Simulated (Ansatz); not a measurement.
Relaxed-ion elastic tensor of Be (hcp (Mg type), P6_3/mmc) in GPa (Voigt order), plane-wave PAW PBE+D3(BJ) (Ansatz code); density 2.01 g/cm³, 7.43 Å³ per atom.

```tsv
	1	2	3	4	5	6
1	349	30.3	5.1	0.0	0.0	0.0
2	30.3	349	5.1	0.0	0.0	0.0
3	5.1	5.1	425	0.0	0.0	0.0
4	0.0	0.0	0.0	184	0.0	0.0
5	0.0	0.0	0.0	0.0	184	0.0
6	0.0	0.0	0.0	0.0	0.0	159
```

**Question.** Is the crystal mechanically stable?

**Answer.** Yes: the smallest eigenvalue of C is 159 GPa.

**Question.** Work out the Voigt, Reuss and Hill averages.

**Answer.** K_V = 134, K_R = 133, K_H = 134; G_V = 178, G_R = 176, G_H = 177 GPa.

**Question.** Give Young's modulus, Poisson's ratio, Pugh's ratio and the universal anisotropy index.

**Answer.** E = 9KG/(3K + G) = 368 GPa; ν = 0.04; K/G = 0.76 (brittle by the Pugh limit of 1.75); A_U = 5G_V/G_R + K_V/K_R − 6 = 0.05.

**Question.** Estimate the sound speeds and the Debye temperature.

**Answer.** v_l = √((K + 4G/3)/ρ) = 13500 m/s, v_t = √(G/ρ) = 9370 m/s, mean 10200 m/s; Θ = (h/k)(3n/4πV)^(1/3) v_m = 1560 K.

**Question.** Solve the Christoffel equation for the three sound speeds along x, y, z.

**Answer.** Eigenvalues of C_ijkl n_j n_l equal ρv². In km/s, slowest first: x 8.89, 9.56, 13.16; y 8.89, 9.56, 13.16; z 9.56, 9.56, 14.53.

**Question.** How much does each axis shrink under pressure?

**Answer.** Linear compressibilities β_i = Σ_j S_ij (j = 1 to 3): x 2.6, y 2.6, z 2.3 per TPa.

The cell was relaxed with PBE+D3(BJ) under the symmetry of its start. The pairwise dispersion correction was not fitted to metals. As this level gives no gap, shear constants depend on the k-mesh and smearing (Fermi–Dirac, 0.1 eV here).

Potentials: the later of the program's two PAW sets.
